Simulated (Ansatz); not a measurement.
MoTe2 (space group P2_1/m)

```yaml
crystal:
  lattice:
    - [6.32172, 0.00000, 0.00000]
    - [0.00000, 3.49136, 0.00000]
    - [-0.68778, 0.00000, 14.17376]
  atoms:
    - { symbol: Te, position: [0.56372, 0.75000, 0.35511] }
    - { symbol: Te, position: [0.43628, 0.25000, 0.64489] }
    - { symbol: Te, position: [0.58412, 0.25000, 0.10217] }
    - { symbol: Te, position: [0.41588, 0.75000, 0.89783] }
    - { symbol: Te, position: [0.09286, 0.75000, 0.14504] }
    - { symbol: Te, position: [0.90714, 0.25000, 0.85496] }
    - { symbol: Mo, position: [0.32087, 0.75000, 0.50700] }
    - { symbol: Mo, position: [0.67913, 0.25000, 0.49300] }
    - { symbol: Te, position: [0.06082, 0.25000, 0.39768] }
    - { symbol: Te, position: [0.93918, 0.75000, 0.60232] }
    - { symbol: Mo, position: [0.18070, 0.25000, 0.00741] }
    - { symbol: Mo, position: [0.81930, 0.75000, 0.99259] }
```

This relaxed cell (volume V₀) is scaled evenly in all directions, its shape held. The atoms relax within the cell's symmetry.

Calculation: r2SCAN+rVV10 (plane waves to 500 eV, PAW, scalar-relativistic; Ansatz, a first-principles code). k mesh 6×11×3 (Γ-centred), Fermi-Dirac smearing 0.05 eV. Energies are smeared free energies. Stress and pressure are positive under compression. With the shape held, the modulus is that of even scaling; a crystal free to change shape is softer. At this level the bands of MoTe2 touch or barely overlap. MoTe2 is run without spin polarisation. MoTe2 was relaxed with its symmetry unable to fall. Spin-orbit coupling is left out, though Te is heavy. ΔE is measured from the relaxed starting cell. The last digit holds for this mesh only.

| V (Å³/atom) | ΔE (meV/atom) |
|---|---|
| 24.505 | 17.0 |
| 24.818 | withheld |
| 25.131 | 5.8 |
| 25.444 | 2.5 |
| 25.757 | 0.6 |
| 26.070 | 0.0 |
| 26.382 | 0.6 |
| 26.695 | 2.3 |
| 27.008 | 5.0 |
| 27.321 | 8.7 |
| 27.634 | 13.2 |

**Question.** Fit a third-order Birch-Murnaghan form (E₀, V₀, B₀, B₀′ free) to the given rows and predict ΔE at V = 24.818.

**Answer.** Least squares on the 10 given rows: ΔE = E₀ + (9V₀B₀/16)·y²·[2 + (B₀′ − 4)y], y = (V₀/V)^(2/3) − 1, with V₀ = 26.067 Å³/atom, B₀ = 50.94 GPa (160.2 GPa = 1 eV/Å³; the term in eV is multiplied by 1000), B₀′ = 5.48, E₀ = 0.01 meV/atom; root-mean-square residual 0.01 meV/atom. At 24.818 the fit gives 10.6 meV/atom; the calculation gives 10.6 meV/atom, the same to the digits shown. For the pressure the fit gives 2.9 GPa against the computed 2.9 GPa.

(A scan under strain: stresses follow from slopes of the energy per volume, elastic moduli from its curvatures.)
